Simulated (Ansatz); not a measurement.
Relaxed candidate structures of Ir:

A. P6/mmm (No. 191), hP1, AFLOW prototype A_hP1_191_a (A_f, as in Sn); a = 2.639 Å, b = 2.639 Å, c = 2.581 Å, α = 90.00°, β = 90.00°, γ = 120.00°; Ir 1b (0.000, 0.000, 0.500)

B. I4/mmm (No. 139), tI2, AFLOW prototype A_tI2_139_a (A_a); a = b = 3.3291 Å, c = 2.6469 Å, α = β = γ = 90.00°; Ir 2a (0.000, 0.000, 0.000)

C. Pm-3m (No. 221), cP1, simple cubic type; a = b = c = 2.551 Å, α = β = γ = 90.00°; Ir 1a (0.000, 0.000, 0.000)

D. P6₂22 (No. 180), hP3; a = b = 2.7019 Å, c = 6.8952 Å, α = β = 90.00°, γ = 120.00°; Ir 3c (0.500, 0.000, 0.000)

E. P6₃/mmc (No. 194), hP2, hcp (Mg type); a = b = 2.7272 Å, c = 4.4297 Å, α = β = 90.00°, γ = 120.00°; Ir 2d (0.667, 0.333, 0.250)

F. Ia-3 (No. 206), cI16, AFLOW prototype A_cI16_206_c (as in Si); a = 6.623 Å, b = 6.623 Å, c = 6.623 Å, α = 90.00°, β = 90.00°, γ = 90.00°; Ir 16c (0.128, 0.128, 0.128)

### Question
Put the candidates in order of energy per atom, lowest first, for r2SCAN (plane waves to 500 eV, PAW, scalar-relativistic; Ansatz, a quantum-chemistry and plane-wave program).

### Answer
E (reference), D (+0.16 eV/atom), B (+0.25 eV/atom), A (+0.51 eV/atom), F (+0.68 eV/atom), C (+0.94 eV/atom)

The lowest structure calculated, Fm-3m, cF4, fcc (Cu type), is not among these; it lies 0.09 eV/atom below the lowest of them. Probably no minimum, since a slightly shaken restart fell lower: I4/mmm, tI2, AFLOW prototype A_tI2_139_a (A_a) (by 0.34 eV/atom, to Fm-3m). Each run could gain symmetry but not lose that of its start, so entries can be saddle points. All of these are generated cells (placed on structure types, drawn at random, substituted or restacked) that were not matched to a known phase here. Static energies at zero pressure. No spin polarisation in the result.
